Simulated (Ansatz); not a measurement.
InBi:
```
CELL_PARAMETERS angstrom
      0.00000     3.37843     3.37843
      3.37843     0.00000     3.37843
      3.37843     3.37843     0.00000
ATOMIC_POSITIONS crystal
  In 0.00000 0.00000 0.00000
  Bi 0.75000 0.75000 0.75000
```

Relaxed with r²SCAN. Special points in fractions of this cell's reciprocal vectors: Γ (0.000, 0.000, 0.000); X (0.500, 0.000, 0.500); U (0.625, 0.250, 0.625); K (0.375, 0.375, 0.750); L (0.500, 0.500, 0.500); W (0.500, 0.250, 0.750).

**Question.** List the band energies nearest the Fermi level at these points for r²SCAN in the plane-wave PAW code Ansatz.

**Answer.** In eV from the Fermi level; about four levels below and three above (degenerate sets whole), none deeper than 8.9 eV; points with the same levels are listed once.

```json
[
 {"k": "Γ", "below": "-1.61 -0.01 -0.01 -0.01", "above": "3.09 3.09 3.09"},
 {"k": "X", "below": "-5.89 -2.18 -2.18", "above": "1.33 1.46 8.02 8.02"},
 {"k": "U", "below": "-5.78 -2.96 -1.85", "above": "1.60 3.68 5.96"},
 {"k": "L", "below": "-5.64 -0.98 -0.98", "above": "0.05 3.99 3.99"},
 {"k": "W", "below": "-5.79 -2.73 -2.57", "above": "3.46 3.75 4.18"}
]
```

Space group F-43m (zinc blende). The first step of the workflow began from a Materials Project structure, measured or hypothetical; the Crystallography Open Database copy checked does not list it. COD files the formula under space group No. 129, so this cell is another polymorph or a model. With In and Bi taken as one species the cell has the higher symmetry Fd-3m, so it may be an ordered model of a mixed-site phase. Its standing as an ambient phase is unchecked. The cell was relaxed with r²SCAN under the symmetry of its start; its stability against distortions is not shown here. The Fermi level of a semimetal is unsure by some 0.05 eV on such meshes. Spin–orbit coupling is left out wherever it is not named.

Potentials: the later of the program's two PAW sets.
